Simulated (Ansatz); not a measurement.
Consider a crystal of Ge2P in space group Fm-3m (No. 225), with Ge on 8c; P on 4a. Recipe of this trial structure of Ge2P: ordered vacancies on the anion sites of caesium chloride (occupants of the shared sites, in ratio, P: 1, vacant: 1).

These are results of DFT PBE, scalar-relativistic, plane waves, PAW (Ansatz), not measurements. Cutoff 420 eV, Γ-centred mesh, Gaussian smearing, no spin polarisation.

Formation energies are uncorrected and refer to the elements' standard structures at the same level. The references include black phosphorus.

**Question.** Give the relaxed lattice parameters and positions.

**Answer.**

Space group Fm-3m (No. 225). a = 6.262 Å, b = 6.262 Å, c = 6.262 Å, α = 90.00°, β = 90.00°, γ = 90.00°
```json
{"atom": "Ge", "site": "8c", "symmetry": "-43m", "x": "0.2500", "y": "0.2500", "z": "0.7500"}
{"atom": "P", "site": "4a", "symmetry": "m-3m", "x": "0.0000", "y": "0.0000", "z": "0.0000"}
```

It has the anti-fluorite type. Ge has 4 P at 2.71 Å and 6 Ge at 3.13 Å; P has 8 Ge at 2.71 Å.

**Question.** And its energy and gap?

**Answer.** The energy over the elements is +0.43 eV/atom and the gap on the 12×12×12 mesh of the 3-atom cell is 0 eV (a metal). A positive value: parting into the elements would lower its energy.

The last run used Gaussian smearing of 0.10 eV. An odd number of electrons in the primitive cell allows no gap without spin; a larger cell or a magnetic state could open one. The cell is a metal run without spin; a magnetic state may lie lower. The reference form of P is held partly by dispersion forces, which this level lacks. A structure relaxed within its symmetry needn't be a true minimum.
